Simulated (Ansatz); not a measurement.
A geometry of Bi₂Se₃ away from equilibrium: step 3 of the relaxation of a generated trial cell of Bi2Se3 in the AFLOW prototype A3B2_hP5_164_ad_d (D5_13, as in Al3Ni2). Method: r2SCAN (plane waves to 500 eV, PAW, scalar-relativistic; Ansatz, a quantum-chemistry and plane-wave program). Γ-centred k-mesh 5×5×4 on the run's cell (coarser than for final values), Fermi–Dirac smearing 0.05 eV. The plane waves were selected for a different cell earlier on the path.

```
CELL_PARAMETERS angstrom
      5.06318     0.00000     0.00000
     -2.53159     4.38485     0.00000
      0.00000     0.00000     6.24098
ATOMIC_POSITIONS crystal
  Se 0.00000 0.00000 0.00000
  Se 0.33333 0.66667 0.68029
  Se 0.66667 0.33333 0.31971
  Bi 0.33333 0.66667 0.21121
  Bi 0.66667 0.33333 0.78879
```

Problem. Give the Cartesian forces on all atoms (eV/Å).

Solution. 
```
atom    Fx    Fy     Fz
----  ----  ----  -----
Se1   0.00  0.00   0.00
Se2   0.00  0.00  -0.23
Se3   0.00  0.00   0.23
Bi4   0.00  0.00   0.48
Bi5   0.00  0.00  -0.48
```

The path ends in P-3m1 (No. 164). No spin polarisation in the result.

The run could not lose the symmetry of its start; a randomly shaken copy of 10 atoms returns to this structure.

The end of the path is a generated cell of Bi2Se3: the first start was made by placing the elements on the sites of a structure type, and the end was not matched to a known phase here, so it may be hypothetical. Known forms of Bi2Se3 include space group No. 166.
